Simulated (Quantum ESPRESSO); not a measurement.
Zn3S2F2, input and log of a self-consistent run

A calculation, not a measurement. The program is pw.x of Quantum ESPRESSO 7.5 (plane-wave density functional theory). The cell is made up: 7 atoms on a zincblende/diamond lattice with one site empty, with randomly drawn elements, strain and displacements, not relaxed. PseudoDojo standard norm-conserving files (v0.5 for PBE, v0.4.1 for LDA and PBEsol) set the functional; there is no spin polarisation, spin-orbit coupling or dispersion term, and the masses in the input are unused placeholders. A spin-polarised start on this cell or one of its family kept no moment.

Input:

```
&control calculation='scf', pseudo_dir='./dojo.nc.sr.pbe.v0_5.standard.upf', outdir='./o', disk_io='low', tprnfor=.true., tstress=.true. /
&system ibrav=0, nat=7, ntyp=3, nbnd=49, ecutwfc=84.00895049, nosym=.true., tot_charge=0,
 occupations='smearing', smearing='fd', degauss=0.0018374661
/
&electrons conv_thr=7.350e-09, electron_maxstep=60, /
ATOMIC_SPECIES
F 1.0 F.upf
S 1.0 S.upf
Zn 1.0 Zn.upf
CELL_PARAMETERS angstrom
5.0306 -0.0102 -0.0256
-0.0102 5.0091 0.0335
-0.0256 0.0335 4.9946
ATOMIC_POSITIONS angstrom
Zn -0.009 2.5209 2.4606
Zn 2.5785 0.0163 2.531
Zn 2.493 2.5043 0.0306
S 1.2011 1.2464 1.2293
S 1.2324 3.8327 3.8206
F 3.7522 1.3317 3.749
F 3.7813 3.7701 1.22
K_POINTS automatic
4 4 4 1 1 1
```

The log is shortened where brackets say so; the opening notice, blank lines, dates and the lines on written files are dropped, and the path of the files is cut. It prints rydbergs, bohrs and kilobars, and counts compression as positive stress. With no partly filled state, the Fermi energy that it prints is only some level between the filled and the empty states on the mesh, and need not lie in the true gap.

```
     Program PWSCF v.7.5
     Parallel version (MPI & OpenMP), running on       4 processor cores
     Number of MPI processes:                 4
     Threads/MPI process:                     1
     [start-up lines left out]
     bravais-lattice index     =            0
     lattice parameter (alat)  =       9.5066  a.u.
     unit-cell volume          =     849.2670 (a.u.)^3
     number of atoms/cell      =            7
     number of atomic types    =            3
     number of electrons       =        86.00
     number of Kohn-Sham states=           49
     kinetic-energy cutoff     =      84.0090  Ry
     charge density cutoff     =     336.0358  Ry
     scf convergence threshold =      7.3E-09
     mixing beta               =       0.7000
     number of iterations used =            8  plain     mixing
     Exchange-correlation= PBE
                           (   1   4   3   4   0   0   0)
     [axes and pseudopotential details left out]
   Cartesian axes
     site n.     atom                  positions (alat units)
         1        Zn     tau(   1) = (  -0.0017890   0.5011057   0.4891192  )
         2        Zn     tau(   2) = (   0.5125554   0.0032401   0.5031134  )
         3        Zn     tau(   3) = (   0.4955597   0.4978059   0.0060827  )
         4        S      tau(   4) = (   0.2387552   0.2477600   0.2443608  )
         5        S      tau(   5) = (   0.2449770   0.7618659   0.7594606  )
         6        F      tau(   6) = (   0.7458641   0.2647159   0.7452280  )
         7        F      tau(   7) = (   0.7516486   0.7494222   0.2425122  )
     number of k points=    32  Fermi-Dirac smearing, width (Ry)=  0.0018
                       cart. coord. in units 2pi/alat
        k(    1) = (   0.1258950   0.1249540   0.1257100), wk =   0.0625000
        k(    2) = (   0.1271730   0.1232725   0.3775336), wk =   0.0625000
     [further k points left out]
     Dense  grid:    88407 G-vectors     FFT dimensions: (  60,  60,  60)
     Estimated max dynamical RAM per process >     188.81 MB
     Estimated total dynamical RAM >     690.49 MB
     Initial potential from superposition of free atoms
     starting charge      85.9995, renormalised to      86.0000
     Starting wfcs are   46 randomized atomic wfcs +    3 random wfcs
     total cpu time spent up to now is        2.3 secs
     per-process dynamical memory:   134.3 Mb
     Self-consistent Calculation
     iteration #  1     ecut=    84.01 Ry     beta= 0.70
     Davidson diagonalization with overlap
     ethr =  1.00E-02,  avg # of iterations =  4.3
     Threshold (ethr) on eigenvalues was too large:
     Diagonalizing with lowered threshold
     Davidson diagonalization with overlap
     ethr =  8.32E-04,  avg # of iterations =  1.0
     total cpu time spent up to now is        9.6 secs
     total energy              =   -1396.84682310 Ry
     estimated scf accuracy    <       0.70374053 Ry
     iteration #  2     ecut=    84.01 Ry     beta= 0.70
     Davidson diagonalization with overlap
     ethr =  8.18E-04,  avg # of iterations =  3.5
     total cpu time spent up to now is       14.1 secs
     total energy              =   -1396.99730394 Ry
     estimated scf accuracy    <       0.69383975 Ry
     iteration #  3     ecut=    84.01 Ry     beta= 0.70
     Davidson diagonalization with overlap
     ethr =  8.07E-04,  avg # of iterations =  2.0
     total cpu time spent up to now is       18.0 secs
     total energy              =   -1397.14489712 Ry
     estimated scf accuracy    <       0.03028634 Ry
     iteration #  4     ecut=    84.01 Ry     beta= 0.70
     Davidson diagonalization with overlap
     ethr =  3.52E-05,  avg # of iterations =  6.1
     total cpu time spent up to now is       23.0 secs
     total energy              =   -1397.15241850 Ry
     estimated scf accuracy    <       0.00297527 Ry
     iteration #  5     ecut=    84.01 Ry     beta= 0.70
     Davidson diagonalization with overlap
     ethr =  3.46E-06,  avg # of iterations =  4.0
     total cpu time spent up to now is       27.4 secs
     total energy              =   -1397.15287010 Ry
     estimated scf accuracy    <       0.00012873 Ry
     iteration #  6     ecut=    84.01 Ry     beta= 0.70
     Davidson diagonalization with overlap
     ethr =  1.50E-07,  avg # of iterations =  2.0
     total cpu time spent up to now is       31.4 secs
     total energy              =   -1397.15289330 Ry
     estimated scf accuracy    <       0.00001302 Ry
     iteration #  7     ecut=    84.01 Ry     beta= 0.70
     Davidson diagonalization with overlap
     ethr =  1.51E-08,  avg # of iterations =  2.0
     total cpu time spent up to now is       35.4 secs
     total energy              =   -1397.15289656 Ry
     estimated scf accuracy    <       0.00000274 Ry
     iteration #  8     ecut=    84.01 Ry     beta= 0.70
     Davidson diagonalization with overlap
     ethr =  3.18E-09,  avg # of iterations =  2.0
     total cpu time spent up to now is       39.3 secs
     total energy              =   -1397.15289718 Ry
     estimated scf accuracy    <       0.00000043 Ry
     iteration #  9     ecut=    84.01 Ry     beta= 0.70
     Davidson diagonalization with overlap
     ethr =  4.96E-10,  avg # of iterations =  2.0
     total cpu time spent up to now is       43.0 secs
     total energy              =   -1397.15289726 Ry
     estimated scf accuracy    <       0.00000006 Ry
     iteration # 10     ecut=    84.01 Ry     beta= 0.70
     Davidson diagonalization with overlap
     ethr =  7.52E-11,  avg # of iterations =  2.0
     total cpu time spent up to now is       46.9 secs
     End of self-consistent calculation
          k = 0.1259 0.1250 0.1257 ( 11047 PWs)   bands (ev):
  -118.9718-118.9139-118.8727 -73.1614 -73.1388 -73.1241 -73.1019 -73.0840
   -73.0606 -73.0598 -73.0540 -73.0226 -16.8491 -16.7763  -6.5137  -5.6471
    -0.5967  -0.5596  -0.5188  -0.4856  -0.4733  -0.3422  -0.2115  -0.1820
    -0.1015   0.0785   0.0993   0.1799   0.2029   0.2201   0.3460   0.9370
     1.0250   1.7364   1.7733   2.0219   2.2246   2.7585   3.6451   4.0812
     4.6447   5.5120   5.7803   7.7386   9.9651  11.0059  11.2586  11.5567
    12.1131
     [levels at the other k points left out]
     the Fermi energy is     7.0605 ev
!    total energy              =   -1397.15289727 Ry
     estimated scf accuracy    <          3.9E-09 Ry
     smearing contrib. (-TS)   =      -0.00000000 Ry
     internal energy E=F+TS    =   -1397.15289727 Ry
     The total energy is F=E-TS. E is the sum of the following terms:
     one-electron contribution =   -1177.80241864 Ry
     hartree contribution      =     607.90477120 Ry
     xc contribution           =    -169.63622364 Ry
     ewald contribution        =    -657.61902620 Ry
     convergence has been achieved in  10 iterations
     Forces acting on atoms (cartesian axes, Ry/au):
     atom    1 type  3   force =    -0.01151517    0.02526602    0.02501675
     atom    2 type  3   force =     0.00777486    0.01089713   -0.01105467
     atom    3 type  3   force =     0.03328149   -0.00017984   -0.00106744
     atom    4 type  2   force =     0.01127852   -0.06032207   -0.02211058
     atom    5 type  2   force =    -0.02425351    0.02728152    0.00568366
     atom    6 type  1   force =    -0.00686280    0.01422262   -0.02051683
     atom    7 type  1   force =    -0.00970339   -0.01716539    0.02404910
     Total force =     0.100320     Total SCF correction =     0.000134
     Computing stress (Cartesian axis) and pressure
          total   stress  (Ry/bohr**3)                   (kbar)     P=       38.22
  -0.00000394  -0.00002935  -0.00006321           -0.58       -4.32       -9.30
  -0.00002935   0.00040878  -0.00017773           -4.32       60.13      -26.15
  -0.00006321  -0.00017773   0.00037453           -9.30      -26.15       55.09
     init_run     :      2.14s CPU      2.24s WALL (       1 calls)
     electrons    :     44.22s CPU     44.56s WALL (       1 calls)
     forces       :      0.64s CPU      0.65s WALL (       1 calls)
     stress       :      2.09s CPU      2.09s WALL (       1 calls)
     [timing details left out]
     PWSCF        :     49.20s CPU     49.69s WALL
     JOB DONE.
```

In other units: free energy -19009.234 eV for the cell, pressure 3.82 GPa, largest force component 1.551 eV/Å. A rerun of a related cell, with the same atoms placed differently, at 1437 eV and a 6 x 6 x 6 mesh moved values by no more than 0.002 eV in energy, 0.02 GPa in stress and 0.002 eV/Å in force.